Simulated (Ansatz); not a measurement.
TiO2 (anatase)

```
CELL_PARAMETERS angstrom
     -1.89940     1.89940     4.85040
      1.89940    -1.89940     4.85040
      1.89940     1.89940    -4.85040
ATOMIC_POSITIONS crystal
  Ti 0.50000 0.50000 0.00000
  Ti 0.25000 0.75000 0.50000
  O  0.29355 0.29355 0.00000
  O  0.04355 0.54355 0.50000
  O  0.45645 0.95645 0.50000
  O  0.70645 0.70645 0.00000
```

The slice is a (100) plane (indices of the conventional cell) through the point (0.500, 0.500, 0.000) (fractional), spanned by u = [101] and v = [110] in vectors of this cell: u (3.80 Å) and v (9.70 Å, at 90° to u). It covers one period; positions are fractions (u, v).

These are PBE (plane waves to 420 eV, PAW, scalar-relativistic; Ansatz, a quantum-chemistry and plane-wave program) values and carry that method's errors. k mesh 12×12×12. Near the nuclei the fields are pseudised (PAW); where an atom keeps semicore shells as valence, they peak there. TiO2 is run without spin polarisation. TiO2 was relaxed with its symmetry unable to fall.

Q: Around which element is the density of the highest valence band (whole band, smooth part) largest on this plane?

A: O. Mean over a disc round each atom, of radius 0.45 times the shortest bond: O 0.094, Ti 0.004 e/Å³.

Q: Around which element is the density of the lowest conduction band (whole band as if filled, smooth part) largest on this plane?

A: Ti. Mean over a disc round each atom, of radius 0.45 times the shortest bond: Ti 0.052, O 0.008 e/Å³.

Q: Sketch the density of the highest valence band (whole band, smooth part) on this plane as a map.

A: 
```
|00000000000011110000000000|
|00000000000000000000000000|
|00000000000000000000000000|
|11110000000000000000000011|
|33443311000000000000113344|
|11886622000000000000226688|
|00997722000000000000227799|
|33553311000000000000113355|
|11110000000000000000000011|
|00000000000000000000000000|
|00000000000000000000000000|
|00000000000000000000000000|
|00000000000000000000000000|
|00000000000000000000000000|
|00000000001111111100000000|
|00000000224444444422000000|
|00000011449944449944110000|
|00000011339944449933110000|
|00000000114433334411000000|
|00000000001111111100000000|
|00000000000000000000000000|
|00000000000000000000000000|
|11110000000000000000000011|
|33220000000000000000000022|
|00110000000000000000000011|
|11110000000000000000000011|
|33220000000000000000000022|
|11000000000011110000000000|
|00000000001133331100000000|
|00000000001111111100000000|
|00000000001111111100000000|
|00000000001133331100000000|
```
Scale: ten equal steps from 0.000 (start of '0') to 0.330 (end of '9'), in the order '0123456789'. Values: density of the highest valence band (whole band, smooth part) in e/Å³. The map has 13 points along u (two characters each, u = 0 at the left) and 32 along v (v = 0 in the bottom row).
